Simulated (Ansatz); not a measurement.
MoS2 (2H-MoS2 type, space group P6_3/mmc)

```yaml
crystal:
  lattice:
    - [3.17300, 0.00000, 0.00000]
    - [-1.58650, 2.74790, 0.00000]
    - [0.00000, 0.00000, 12.43657]
  atoms:
    - { symbol: Mo, position: [0.33333, 0.66667, 0.25000] }
    - { symbol: Mo, position: [0.66667, 0.33333, 0.75000] }
    - { symbol: S, position: [0.33333, 0.66667, 0.62491] }
    - { symbol: S, position: [0.66667, 0.33333, 0.12491] }
    - { symbol: S, position: [0.66667, 0.33333, 0.37509] }
    - { symbol: S, position: [0.33333, 0.66667, 0.87509] }
```

The slice is a (0001) plane (indices of the conventional cell) through the point (0.667, 0.333, 0.750) (fractional), spanned by u = [110] and v = [1 -1 0] in vectors of this cell: u (3.17 Å) and v (5.50 Å, at 90° to u). It covers one period; positions are fractions (u, v).

Computed with r2SCAN+rVV10 (plane waves to 500 eV, PAW, scalar-relativistic; Ansatz, a first-principles code). k mesh 12×12×3. Near the nuclei the fields are pseudised (PAW); where an atom keeps semicore shells as valence, they peak there. MoS2 is run without spin polarisation. MoS2 was relaxed with its symmetry unable to fall.

Three fields on this plane, each scaled to ten steps between its own extremes (0 low, 9 high; the total valence density on a logarithmic scale, the potential cut 8 eV below its top; x marks points blanked near nuclei; v = 0 in the bottom row):

Map A
```
|xxxxxx0367630xxxxx|
|xxxxxx0478740xxxxx|
|xxxxx016898610xxxx|
|xxxxx047999740xxxx|
|xxx0036899986300xx|
|000036799999763000|
|223467888888876432|
|566777776667777766|
|777776543234567777|
|887753000000035778|
|8875200xxxxx002578|
|87630xxxxxxxxx0367|
|77510xxxxxxxxx0157|
|7640xxxxxxxxxxx046|
|7630xxxxxxxxxxx036|
|7630xxxxxxxxxxx036|
|7630xxxxxxxxxxx036|
|8740xxxxxxxxxxx047|
|98610xxxxxxxxx0168|
|99740xxxxxxxxx0479|
|9986300xxxxx003689|
|999763000000036799|
|888876432223467888|
|667777766566777776|
|234567777777776543|
|000035778887753000|
|xxx0025788875200xx|
|xxxxx036787630xxxx|
|xxxxx015777510xxxx|
|xxxxxx0467640xxxxx|
|xxxxxx0367630xxxxx|
|xxxxxx0367630xxxxx|
```

Map B
```
|xxxxxx7543457xxxxx|
|xxxxxx7544457xxxxx|
|xxxxx975444579xxxx|
|xxxxx765444567xxxx|
|xxx8765444445678xx|
|555444444444444455|
|222233444444433222|
|111123445554432111|
|000123456665432100|
|000123579997532100|
|0001247xxxxx742100|
|00013xxxxxxxxx3100|
|00125xxxxxxxxx5210|
|1124xxxxxxxxxxx421|
|1235xxxxxxxxxxx532|
|2346xxxxxxxxxxx643|
|3457xxxxxxxxxxx754|
|4457xxxxxxxxxxx754|
|44579xxxxxxxxx9754|
|44567xxxxxxxxx7654|
|4445678xxxxx876544|
|444444455555444444|
|444433222222233444|
|554432111111123445|
|665432100000123456|
|997532100000123579|
|xxx7421000001247xx|
|xxxxx310000013xxxx|
|xxxxx521000125xxxx|
|xxxxxx4211124xxxxx|
|xxxxxx5321235xxxxx|
|xxxxxx6432346xxxxx|
```

Map C
```
|xxxxxx3246423xxxxx|
|xxxxxx2357532xxxxx|
|xxxxx523686325xxxx|
|xxxxx335898533xxxx|
|xxx4224799974224xx|
|111123689998632111|
|000135777777753100|
|001235554445553210|
|011233222222233211|
|111111124442111111|
|1100013xxxxx310001|
|11000xxxxxxxxx0001|
|11001xxxxxxxxx1001|
|2100xxxxxxxxxxx001|
|3201xxxxxxxxxxx102|
|4312xxxxxxxxxxx213|
|6423xxxxxxxxxxx324|
|7532xxxxxxxxxxx235|
|86325xxxxxxxxx5236|
|98533xxxxxxxxx3358|
|9974224xxxxx422479|
|998632111111123689|
|777753100000135777|
|445553210001235554|
|222233211011233222|
|442111111111111124|
|xxx3100011100013xx|
|xxxxx000111000xxxx|
|xxxxx100111001xxxx|
|xxxxxx0012100xxxxx|
|xxxxxx1023201xxxxx|
|xxxxxx2134312xxxxx|
```

### Question
Assign the maps to these fields: density of the highest valence band (whole band, smooth part); electron localisation function (ELF); electrostatic potential energy of an electron, from the cell's mean.

### Answer
A is the electrostatic potential energy of an electron, from the cell's mean; B is the density of the highest valence band (whole band, smooth part); C is the electron localisation function (ELF).
